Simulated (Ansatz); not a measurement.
# Br, a known structure type with other elements, at an estimated volume

```yaml
crystal:
  lattice:
    - [3.28011, 2.34860, 0.00000]
    - [3.28011, -2.34860, 0.00000]
    - [0.00000, 0.00000, -8.62100]
  atoms:
    - { symbol: Br, position: [0.12190, 0.87810, 0.89850] }
    - { symbol: Br, position: [0.37810, 0.62190, 0.39850] }
    - { symbol: Br, position: [0.87810, 0.12190, 0.10150] }
    - { symbol: Br, position: [0.62190, 0.37810, 0.60150] }
```

Level: r2SCAN, no spin polarisation; 500 eV; 7×7×3 Γ-centred mesh; fermi-dirac occupations (width 0.1 eV); Ansatz 0.2.0, fixed geometry.

Task: Which orbitals make up the band edges?

Result: Within 0.7 eV of the edges, the states project mainly on Br p (99 %) below the gap and on Br p (86 %) above it.

Task: Where is the largest force?

Result: The largest is on Br1 (and as large on other atoms): 5.02 eV/Å, components (0.00, 2.74, 4.20). It makes 180° with the line to a nearest neighbour, Br3 at 2.09 Å, pointing away from it.

Task: Is the cell too large or too small?

Result: The pressure is 8.6 GPa (compression positive), so with the atoms held at these fractions the cell would first expand; the forces are large, so a full relaxation may end otherwise. The principal stresses 0.3, 7.6, 17.8 GPa differ, so its shape would change too.

Task: Metal or insulator? Give the gap.

Result: The gap is 3.04 eV, indirect (the least direct gap found is 3.07 eV). A semilocal functional usually gives too small a gap.

Origin: a known structure type with other elements, at an estimated volume, so it need not be a known compound. Caveats: atoms or cell far from equilibrium.
